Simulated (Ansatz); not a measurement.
The elements of this relaxed trial crystal are hidden behind letters.

```
lattice vectors (Å)
   1.6730   -4.0631    0.0000
   1.6730    4.0631    0.0000
   0.0000    0.0000    5.4281
fractional positions
X 0.5000 0.5000 0.5000
Z 0.1499 0.8501 0.0000
Z 0.8501 0.1499 0.0000
Q 0.0000 0.0000 0.2401
Q 0.0000 0.0000 0.7599
```

Theory: Ansatz 0.2.0, DFT PBE, scalar-relativistic, plane waves, PAW. The final run on the 5-atom cell used 420 eV, a Γ-centred 12×12×8 mesh, 0.10 eV smearing and no spin polarisation.

| Property | Result |
| --- | --- |
| Space group | Cmmm (No. 65) |
| Conventional cell | a = 3.346 Å, b = 8.126 Å, c = 5.428 Å |
| Volume per atom | 14.76 Å³ |
| Density | 2.44 g/cm³ |
| Energy over the elements | −0.43 eV/atom |
| Gap on the 12×12×8 mesh of the 5-atom cell | 0 eV (a metal) |

Energies are uncorrected and count from the elements' standard states at the same level.

Problem. X is an s-block element of period 3, Z is a p-block element of period 3 and Q is a p-block element of period 2. Which elements are they?

Solution. X = Mg, Z = Si, Q = N, so the formula is MgSi2N2. Density times volume gives a mean mass of 2.44 × 14.76/1.6605 = 21.7 u per atom, and this set has 21.7 u. Mg is surrounded by 4 N at 2.19 Å; around Si lie 2 N at 1.78 Å and 3 Si at 2.33–2.44 Å; N is surrounded by 2 Si at 1.78 Å and 2 Mg at 2.19 Å. Other sets within the hints have nearly the same mass, so mass alone doesn't settle it; this one was computed.

Symmetry constrained the relaxation, so the result can be a saddle point.
